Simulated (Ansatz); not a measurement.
ZnO:
```
ZnO
1.0
    3.22965     0.00000     0.00000
   -1.61482     2.79696     0.00000
    0.00000     0.00000     5.21473
Zn O
2 2
Direct
  0.66667   0.33333   0.00204
  0.33333   0.66667   0.50204
  0.66667   0.33333   0.62316
  0.33333   0.66667   0.12316
```

Relaxed with PBEsol. Special points in fractions of this cell's reciprocal vectors: Γ (0.000, 0.000, 0.000); M (0.500, 0.000, 0.000); K (0.333, 0.333, 0.000); A (0.000, 0.000, 0.500); L (0.500, 0.000, 0.500); H (0.333, 0.333, 0.500).

List the band energies nearest the valence-band maximum at these points for plane-wave PAW PBEsol (Ansatz code).

In eV from the valence-band maximum; about four levels below and three above (degenerate sets whole), none deeper than 8.9 eV; points with the same levels are listed once.

```
k                          below                above
-  -----------------------------  -------------------
Γ    -0.81 -0.81 -0.10 0.00 0.00       0.70 5.18 8.10
M        -2.88 -2.31 -1.33 -0.86       5.74 6.74 7.45
K  -3.56 -3.56 -1.97 -1.97 -1.77       7.49 7.70 7.70
A        -0.40 -0.40 -0.40 -0.40  3.39 3.39 9.97 9.97
L        -1.54 -1.54 -1.41 -1.41  5.60 5.60 8.41 8.41
H        -2.75 -2.75 -1.29 -1.29  7.88 7.88 7.94 7.94
```

Space group P6_3mc (wurtzite). Symmetry was held in the PBEsol relaxation.

Potentials: the later of the program's two PAW sets.
